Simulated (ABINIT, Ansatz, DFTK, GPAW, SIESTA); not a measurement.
## One calculation of GaGe3, 5 ways

```xyz
4
Lattice="0.0000 3.3872 3.3872 3.3872 0.0000 3.3872 3.3872 3.3872 0.0000" Properties=species:S:1:pos:R:3 pbc="T T T"
Ge    3.3872    3.3872    3.3872
Ge    5.0808    5.0808    5.0808
Ge    1.6936    1.6936    1.6936
Ga    0.0000    0.0000    0.0000
```

The cell comes from a database or a generator and needn't be the stable form of this composition.

Alike in all runs: task single point; functional PBE; k mesh 7 × 7 × 7; occupations fermi-dirac, width 0.05 eV; no spin polarisation; no spin-orbit coupling. Pressure is positive in compression and, in plane waves, holds the error of the finite cutoff, which Ansatz's Pulay term estimates and takes out.

| program and potentials | plane-wave cutoff (eV) | notes | pressure (GPa) |
| --- | --- | --- | --- |
| Ansatz, Ansatz PAW | 420 | 13.75 valence electrons an atom on average; Pulay term of +0.04 GPa included | -0.51 |
| DFTK, PseudoDojo SR PBE 0.4.1 standard (PBE) | 1088 | 13.75 valence electrons an atom on average | ? |
| GPAW, GPAW PAW data sets (gpaw-data 1.2.1) | 600 | 3.75 valence electrons an atom on average | -0.77 |
| SIESTA, files PseudoDojo sr-pbe-0.4.1-standard, DZP (energy shift 0.003 Ry; two zetas on semicore shells) | - | atomic basis; 13.75 valence electrons an atom on average | 1.17 |
| ABINIT, JTH PAW PBE v2.0 | 599 | 13.75 valence electrons an atom on average | -0.88 |

Estimate from the other rows what the run with DFTK, PseudoDojo SR PBE 0.4.1 standard (PBE) gave.

Pressure -0.49 GPa. The other rows, which needn't bracket it: pressure -0.88 to 1.17.
